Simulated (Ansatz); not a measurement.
With plane-wave PAW PBEsol (Ansatz code), NiGe in the orthorhombic phase (Pnma; Ni on 4c, Ge on 4c) relaxes to a = 5.284 Å, b = 3.468 Å, c = 5.720 Å. Its formation energy from the elements is -36 kJ/mol of atoms, with no fitted shifts.

Electronic character: metallic (no gap). Gap from PBEsol with spin–orbit coupling: none (metallic).

An equation-of-state fit gives a bulk modulus of 152 GPa. The elastic constants imply a Debye temperature near 407 K. The highest mode at Γ lies at 8.39 THz.

The cell was relaxed with PBEsol under the symmetry of its start; of distortions, only those at the zone centre were tested. No spin polarisation was allowed. As this level gives no gap, shear constants depend on the k-mesh and smearing (Fermi–Dirac, 0.1 eV here). As this level gives no gap, phonon frequencies hold no LO–TO term and depend on the k-mesh and smearing (Fermi–Dirac, 0.1 eV here). On the denser mesh and wider smearing of the elastic run this cell carries a stress of 0.4 GPa. The references are the lowest solids computed at this level, not always the standard phases. Scalar-relativistic: spin–orbit coupling is off unless named, which matters more the heavier the elements.

Potentials: the later of the program's two PAW sets.
